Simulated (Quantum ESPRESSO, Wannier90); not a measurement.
## Wannier functions of TiTe2 (P-3m1)

Structure: Materials Project mp-1907, symmetrised, not relaxed again. COD (Crystallography Open Database) has an entry of this formula and space group (matched by these alone). Level: LDA, no spin polarisation, no spin-orbit coupling; pw.x of Quantum ESPRESSO at 68 Ry with PseudoDojo potentials, 12×12×4 k-points, Wannier90. Density: 12×12×6 mesh, cold smearing 0.01 Ry. The cell is built of weakly bound layers, chains or molecules, whose nearest atoms lie 4.02 Å apart. Database cells relaxed without dispersion often hold them too far apart, which can enlarge gaps and weakens couplings between them; spacing and stacking were not compared with the measured crystal. Spin-orbit coupling is left out although heavy elements are present.

On the energy scale of pw.x, whose zero is arbitrary, the Fermi level lies at 9.30 eV.

Input w.win:

```
num_bands = 2
num_wann = 2
exclude_bands = 1-14,17-41
num_iter = 1000
conv_tol = 1.0e-6
conv_window = 4
write_hr = true
write_u_matrices = true
auto_projections = true
begin unit_cell_cart
ang
    3.8242099959    0.0000000000    0.0000000000
   -1.9121049980    3.3118630059    0.0000000000
    0.0000000000    0.0000000000    6.7182500000
end unit_cell_cart
begin atoms_frac
Ti   0.0000000000  0.0000000000  0.0000000000
Te  -0.3333333333  0.3333333333 -0.2501700000
Te   0.3333333333 -0.3333333333  0.2501700000
end atoms_frac
mp_grid = 12 12 4
begin kpoints
0.0000000000 0.0000000000 0.0000000000
0.0000000000 0.0000000000 0.2500000000
0.0000000000 0.0000000000 0.5000000000
... (573 more lines: the 12x12x4 mesh through Gamma)
end kpoints
```

Input of pw2wannier90.x that gives the overlap and projection files (equivalent; here they were cut from one run over all bands):

```
&inputpp
  outdir = './out'
  prefix = 'pwscf'
  seedname = 'w'
  write_amn = .true.
  write_mmn = .true.
  atom_proj = .true.
  atom_proj_exclude = 1 2 3 4 5 6 7 8 9 10 11 12 13 14 15 17 18 19 20 21 22 23 24 26 27 28
/
```

Output w.wout (banner and timings cut):

```
                                    ------
                                    SYSTEM
                                    ------

                              Lattice Vectors (Ang)
                    a_1     3.824210   0.000000   0.000000
                    a_2    -1.912105   3.311863   0.000000
                    a_3     0.000000   0.000000   6.718250

                   Unit Cell Volume:      85.08838  (Ang^3)

                        Reciprocal-Space Vectors (Ang^-1)
                    b_1     1.643002   0.948588  -0.000000
                    b_2     0.000000   1.897175   0.000000
                    b_3     0.000000  -0.000000   0.935241

 *----------------------------------------------------------------------------*
 |   Site       Fractional Coordinate          Cartesian Coordinate (Ang)     |
 +----------------------------------------------------------------------------+
 | ti   1   0.00000   0.00000   0.00000   |    0.00000   0.00000   0.00000    |
 | te   1  -0.33333   0.33333  -0.25017   |   -1.91210   1.10395  -1.68070    |
 | te   2   0.33333  -0.33333   0.25017   |    1.91210  -1.10395   1.68070    |
 *----------------------------------------------------------------------------*
                                ------------
                                K-POINT GRID
                                ------------

             Grid size = 12 x 12 x  4      Total points =  576

 *---------------------------------- MAIN ------------------------------------*
 |  Number of Wannier Functions               :                 2             |
 |  Number of Objective Wannier Functions     :                 2             |
 |  Number of input Bloch states              :                 2             |
 |  Output verbosity (1=low, 5=high)          :                 1             |
 |  Timing Level (1=low, 5=high)              :                 1             |
 |  Optimisation (0=memory, 3=speed)          :                 3             |
 |  Length Unit                               :               Ang             |
 |  Post-processing setup (write *.nnkp)      :                 F             |
 |  Using Gamma-only branch of algorithms     :                 F             |
 *----------------------------------------------------------------------------*
 *------------------------------- WANNIERISE ---------------------------------*
 |  Total number of iterations                :              1000             |
 |  Number of CG steps before reset           :                 5             |
 |  Trial step length for line search         :             2.000             |
 |  Convergence tolerence                     :         0.100E-05             |
 |  Convergence window                        :                 4             |
 |  Iterations between writing output         :                 1             |
 |  Iterations between backing up to disk     :               100             |
 |  Write r^2_nm to file                      :                 F             |
 |  Write xyz WF centres to file              :                 F             |
 |  Write on-site energies <0n|H|0n> to file  :                 F             |
 |  Use guiding centre to control phases      :                 F             |
 |  Use phases for initial projections        :                 F             |
 *----------------------------------------------------------------------------*
 *-------------------------------- PLOTTING ----------------------------------*
 |  Plotting Hamiltonian in WF basis          :                 T             |
 *----------------------------------------------------------------------------*

       ... (k-mesh section left out)

 Starting a new Wannier90 calculation ...

 Reading overlaps from w.mmn

 Reading projections from w.amn

 *------------------------------- WANNIERISE ---------------------------------*
 +--------------------------------------------------------------------+<-- CONV
 | Iter  Delta Spread     RMS Gradient      Spread (Ang^2)            |<-- CONV
 +--------------------------------------------------------------------+<-- CONV

 ------------------------------------------------------------------------------
 Initial State
  WF centre and spread    1  ( -1.912105,  1.103954, -1.539018 )     1.63410565
  WF centre and spread    2  (  1.912105, -1.103954,  1.539018 )     1.63410565
  Sum of centres and spreads (  0.000000,  0.000000, -0.000000 )     3.26821131

      0     0.327E+01     0.0000000000        3.2682113146  <-- CONV
        O_D=      0.0001091 O_OD=      0.0016345 O_TOT=      3.2682113 <-- SPRD
 ------------------------------------------------------------------------------
      1    -0.335E-04     0.0033939571        3.2681777813  <-- CONV
        O_D=      0.0000756 O_OD=      0.0016345 O_TOT=      3.2681778 <-- SPRD
      2    -0.121E-05     0.0008103075        3.2681765738  <-- CONV
        O_D=      0.0000744 O_OD=      0.0016345 O_TOT=      3.2681766 <-- SPRD
      3    -0.197E-06     0.0003706714        3.2681763764  <-- CONV
        O_D=      0.0000742 O_OD=      0.0016345 O_TOT=      3.2681764 <-- SPRD
      4    -0.534E-07     0.0002009441        3.2681763230  <-- CONV
        O_D=      0.0000741 O_OD=      0.0016345 O_TOT=      3.2681763 <-- SPRD
      5    -0.118E-07     0.0001063644        3.2681763111  <-- CONV
        O_D=      0.0000741 O_OD=      0.0016345 O_TOT=      3.2681763 <-- SPRD
      6    -0.131E-08     0.0000397152        3.2681763098  <-- CONV
        O_D=      0.0000741 O_OD=      0.0016345 O_TOT=      3.2681763 <-- SPRD
             <<<     Delta < 1.000E-06  over  4 iterations     >>>
             <<< Wannierisation convergence criteria satisfied >>>
 Final State
  WF centre and spread    1  ( -1.912105,  1.103954, -1.539018 )     1.63408815
  WF centre and spread    2  (  1.912105, -1.103954,  1.539018 )     1.63408815
  Sum of centres and spreads (  0.000000,  0.000000, -0.000000 )     3.26817630

         Spreads (Ang^2)       Omega I      =     3.266467728
        ================       Omega D      =     0.000074124
                               Omega OD     =     0.001634458
    Final Spread (Ang^2)       Omega Total  =     3.268176310
```
